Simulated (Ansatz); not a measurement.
**ReP₂ in the CdI2-type structure: a workflow**

Method: PBEsol, scalar-relativistic; no spin polarisation; PAW, 420 eV, Γ-centred 12×12×6 mesh, 0.05 eV Gaussian smearing; code Ansatz. The datasets are Ansatz's generated set soft_2.

The start was a prototype's sites filled with these elements, not a measured cell.

The start:

```
Re P
1.0
     3.10559    0.00000    0.00000
    -1.55280    2.68952    0.00000
     0.00000    0.00000    5.00996
Re P
1 2
Cartesian
  0.0000 0.0000 0.0000
  0.0000 1.7930 1.2625
  1.5528 0.8965 3.7475
```

The runs in order:

| run | level | k-mesh | kind | V (Å³/atom) | P (GPa) | E − E(final) (meV/atom) | gap on the mesh (eV) |
| --- | --- | --- | --- | --- | --- | --- | --- |
| 1 | PBEsol | 12×12×6 | cell and atoms relaxed | 13.67 | 0.0 | 0.0 | metal |

The cell is relaxed to zero pressure at this level.

The final structure (symmetry read at 0.01 Å). It takes space group P-3m1 (No. 164, trigonal). Conventional cell: a = 3.048 Å, b = 3.048 Å, c = 5.097 Å, α = 90.00°, β = 90.00°, γ = 120.00°. Around Re (site symmetry -3m) lie 6 P at 2.43 Å. Around P (site symmetry 3m) lie 3 Re at 2.43 Å and 3 P at 2.48 Å. (Neighbours are counted to 15 % beyond the shortest distance.)

- At the final geometry the gap, band path included, is zero (metallic).
- Against the elements' standard states, run alike and uncorrected, the formation energy is -0.22 eV/atom.
- The runs in the table took roughly 1.1 core-minutes.

**Reading the result.**

The calculation's cell holds 25 valence electrons, an odd number. Without magnetic order each band takes two, so one stays part-filled and the crystal must be a metal. (Only strong correlation, outside this picture, could make a Mott insulator of it.)

Scalar-relativistic only: spin–orbit splittings of the heavy atoms' levels are missing. Spin polarisation wasn't tried.
